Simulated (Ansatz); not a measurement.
A crystal relaxed with r2SCAN in Ansatz 0.2.0 has space group I-4m2 (No. 119) and a = 3.772 Å, c = 16.460 Å.

| atom | site | x | y | z |
| --- | --- | --- | --- | --- |
| B | 2a | 0.0000 | 0.0000 | 0.0000 |
| As | 4f | 0.5000 | 0.0000 | 0.4312 |
| Xx | 4e | 0.0000 | 0.0000 | 0.3400 |
| As | 2c | 0.0000 | 0.5000 | 0.2500 |

With r2SCAN the gap is 0.88 eV and direct, at Γ. The lowest empty level at M lies only 15 meV higher, so the place of the conduction bottom isn't settled. The HSE06 gap is indirect, 1.28 eV (Γ to Γ–M (0.67 of the way from Γ)), below the direct gap of 1.31 eV at Γ. The PBE gap is direct at Γ: 0.61 eV. The lowest empty level at M lies only 24 meV higher, so the place of the conduction bottom isn't settled. Meshes: r2SCAN 10×10×10, HSE06 6×6×6, PBE 10×10×10.

Question: Which element is Xx?
A. Al
B. Ga
C. In
D. Tl

Answer: B. Xx is Ga: an ordered 6-atom cell of Ga2BAs3 on the zincblende lattice (I-4m2). Around B lie 4 As at 2.20 Å; around As lie 2 B at 2.20 Å and 2 Ga at 2.41 Å; around Ga lie 4 As at 2.40–2.41 Å; around As lie 4 Ga at 2.40 Å.

No spin polarisation and no zero-point or thermal motion; the cell was built from a prototype and may be hypothetical.

The runs are scalar-relativistic, without spin-orbit coupling.
